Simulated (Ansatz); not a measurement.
# Si₂W: from a starting cell to a relaxed one

The start is a relaxed Si2W cell shaken by Gaussian noise of σ = 0.08 Å a coordinate. Cell shape, volume and atoms are optimised at zero target pressure with r2SCAN (plane waves to 500 eV, PAW, scalar-relativistic; Ansatz, a quantum-chemistry and plane-wave program). First-step values are on the input's coarse k-mesh.

Ansatz input (later rounds restart from its end on a renewed k-mesh):
Ansatz 0.2 input:
```yaml
crystal:
  lattice:
    - [4.5805354224, 0, 0]
    - [-2.2902677112, 3.9668600387, 0]
    - [0, 0, 6.6111379535]
  atoms:
    - { symbol: W, position: [0.4628507201, -0.0047772881, 0.0063238955] }
    - { symbol: W, position: [0.4496250555, 0.4597984658, 0.3430409307] }
    - { symbol: W, position: [-0.0163645253, 0.4813321689, 0.6626336123] }
    - { symbol: Si, position: [0.1782928116, 0.3412121024, -0.0106291928] }
    - { symbol: Si, position: [0.8243402997, 0.1847335645, 0.3354892777] }
    - { symbol: Si, position: [0.6569177865, 0.8188081671, 0.6517327012] }
    - { symbol: Si, position: [0.8283389127, 0.6827250272, -0.0016625743] }
    - { symbol: Si, position: [0.179385088, 0.8437632088, 0.3502175587] }
    - { symbol: Si, position: [0.3234954959, 0.1528335285, 0.6663654928] }
basis: { ecutwfc: 500, ecutrho_ratio: 4, xc_grid: 4, fft_grid_basis: typed }
kpoints: { mp_grid: { grid: [6, 6, 4] } }
hamiltonian:
  xc: r2scan
  dispersion: none
  pseudopotentials: { azcp: { folder: ./paw }, kind: paw }
scf: { occupations: { method: fermi_dirac, width: 0.05 } }
relax: { f_tol: 0.01, max_steps: 100, cell: { stress_tol: 0.02 } }
output: { forces: true, stress: true }
```

### Question
How large is the pressure on the unrelaxed cell, and of which sign?

### Answer
+4.3 GPa (positive: the cell is compressed).

### Question
What is the largest force in the starting geometry, and on which atom (counted from 1)?

### Answer
3.51 eV/Å, on W2 (atoms numbered as listed).

### Question
By how much does the energy per atom fall from start to end?

### Answer
0.10 eV/atom.

### Question
Does it find its way back to the structure it was made from?

### Answer
It returns to the parent structure, P6₂22 (No. 180).

### Question
How do the shortest distances between atoms change?

### Answer
The closest pairs of elements (up to four, under 3.6 Å), start → end: Si–Si 2.42 → 2.56 Å; Si–W 2.45 → 2.58 Å; W–W 3.04 → 3.18 Å.

### Question
Is the relaxed structure metallic? Give its gap.

### Answer
No clear gap: the sampled points leave 0.12 eV away from the symmetry points, which may be a band crossing missed between them.

Final structure:

```cif
data_Si6W3
_chemical_formula_sum 'W3 Si6'
_space_group_name_H-M_alt 'P6222'
_space_group_IT_number 180
_space_group_name_Hall 'P 62 2 (0 0 4)'
_cell_length_a 4.58063
_cell_length_b 4.58063
_cell_length_c 6.61103
_cell_angle_alpha 90.000
_cell_angle_beta 90.000
_cell_angle_gamma 120.000
loop_
_atom_site_label
_atom_site_type_symbol
_atom_site_symmetry_multiplicity
_atom_site_Wyckoff_symbol
_atom_site_fract_x
_atom_site_fract_y
_atom_site_fract_z
_atom_site_occupancy
W1 W 3 c 0.50000 0.00000 0.00000 1
Si1 Si 6 i 0.16357 0.32714 0.00000 1
```

Final values are on a 8×8×5 k-mesh of the relaxed cell. No spin polarisation in the result. Without spin-orbit coupling the bands of the heavy element are not split, so the gap can be far off.

The first start was generated by placing the elements on the sites of a structure type. Materials Project lists a structure of Si2W in the same space group, P6₂22 (No. 180); the sites were not compared with it, nor with measured phases. Known forms of Si2W include space group No. 139.
